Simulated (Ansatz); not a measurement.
The relaxed structure here is a generated cell of ZrPbO3: the first start was made by placing the elements on the sites of a structure type, and the end was not matched to a known phase here, so it may be hypothetical.

One stationary structure of ZrPbO3. Computed with r2SCAN (plane waves to 500 eV, PAW, scalar-relativistic; Ansatz, a program for electronic structure).

```
CELL_PARAMETERS angstrom
      2.94181     1.69846     4.85987
     -2.94181     1.69846     4.85987
      0.00000    -3.39691     4.85987
ATOMIC_POSITIONS crystal
  Pb 0.71078 0.71078 0.71078
  Pb 0.21078 0.21078 0.21078
  Zr 0.98464 0.98464 0.98464
  Zr 0.48464 0.48464 0.48464
  O  0.77927 0.26781 0.70721
  O  0.26781 0.70721 0.77927
  O  0.70721 0.77927 0.26781
  O  0.27927 0.20721 0.76781
  O  0.20721 0.76781 0.27927
  O  0.76781 0.27927 0.20721
```

Q: Find the space group and the Wyckoff positions (tolerance 0.01 Å).

A: Space group R3c, hexagonal axes (No. 161); a = b = 5.8836 Å, c = 14.5796 Å, α = β = 90.00°, γ = 120.00°

```csv
atom,site,symmetry,x,y,z
Pb,6a,3.,0.0000,0.0000,0.2892
Zr,6a,3.,0.0000,0.0000,0.0154
O,18b,1,0.1388,0.3497,0.0819
```

Q: Give the shortest distances between elements (the closest pairs, up to four, under 3.6 Å).

A: O–Zr 2.04 Å; O–Pb 2.46 Å; O–O 2.82 Å; Pb–Zr 3.30 Å.

```yaml
volume_per_atom: 14.57 Å³
band_gap: 3.53 eV, direct at F (no spin-orbit coupling)
```

No spin polarisation in the result.

The run could not lose the symmetry of its start; a randomly shaken copy of 10 atoms returns to this structure.
